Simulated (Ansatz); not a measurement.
Relaxed-ion elastic tensor of Cs$_{2}$AgBiBr$_{6}$ in space group Fm-3m (No. 225; Bi on 4a, Ag on 4b, Cs on 8c, Br on 24e) in GPa (Voigt order), r²SCAN (plane waves, PAW; program Ansatz); density 4.83 g/cm³, 36.50 Å³ per atom.

```
41.3  16.4  16.4   0.0   0.0   0.0
16.4  41.3  16.4   0.0   0.0   0.0
16.4  16.4  41.3   0.0   0.0   0.0
 0.0   0.0   0.0   8.0   0.0   0.0
 0.0   0.0   0.0   0.0   8.0   0.0
 0.0   0.0   0.0   0.0   0.0   8.0
```

Problem. Is the crystal mechanically stable?

Solution. Yes: the smallest eigenvalue of C is 8.0 GPa.

Problem. Work out the Voigt, Reuss and Hill averages.

Solution. K_V = 24.7, K_R = 24.7, K_H = 24.7; G_V = 9.8, G_R = 9.4, G_H = 9.6 GPa.

Problem. Give Young's modulus, Poisson's ratio, Pugh's ratio and the universal anisotropy index.

Solution. E = 9KG/(3K + G) = 25.5 GPa; ν = 0.33; K/G = 2.58 (ductile by the Pugh limit of 1.75); A_U = 5G_V/G_R + K_V/K_R − 6 = 0.24.

Problem. Estimate the sound speeds and the Debye temperature.

Solution. v_l = √((K + 4G/3)/ρ) = 2780 m/s, v_t = √(G/ρ) = 1410 m/s, mean 1580 m/s; Θ = (h/k)(3n/4πV)^(1/3) v_m = 142 K.

Problem. Give the Zener ratio and Young's modulus along [100], [110] and [111].

Solution. A = 2C44/(C11 − C12) = 0.64; 1/E = S11 − 2(S11 − S12 − S44/2)Γ with Γ = 0, 1/4, 1/3 gives 32.0, 23.6, 21.7 GPa.

Problem. Solve the Christoffel equation for the three sound speeds along [100], [110], [111].

Solution. Eigenvalues of C_ijkl n_j n_l equal ρv². In km/s, slowest first: [100] 1.29, 1.29, 2.92; [110] 1.29, 1.61, 2.76; [111] 1.51, 1.51, 2.71.

The r²SCAN relaxation kept the symmetry of its start; phonons show weakly imaginary modes. No spin polarisation was allowed. Spin–orbit coupling is left out wherever it is not named.

Potentials: the later of the program's two PAW sets.
